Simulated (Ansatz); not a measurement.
Name crystals whose computed values (the program Ansatz at the LDA level (PAW)) fall in these windows: G_Hill (GPa) 18 to 26; highest Γ mode, no LO–TO term (cm⁻¹) 420 to 540; Θ_D (K) 200 to 280.



| crystal | G_Hill (GPa) | highest Γ mode, no LO–TO term (cm⁻¹) | Θ_D (K) |
|---|---|---|---|
| Cs2NaBiF6, Fm-3m (Cs on 8c, Na on 4b, Bi on 4a, F on 24e) | 21.7 | 472 | 248 |
Others may fit too.

Standing as an ambient phase not checked: Cs2NaBiF6, Fm-3m (Cs on 8c, Na on 4b, Bi on 4a, F on 24e). The cell was relaxed under the symmetry of its start. Spin–orbit coupling is left out wherever it is not named.

Potentials: the later of the program's two PAW sets.
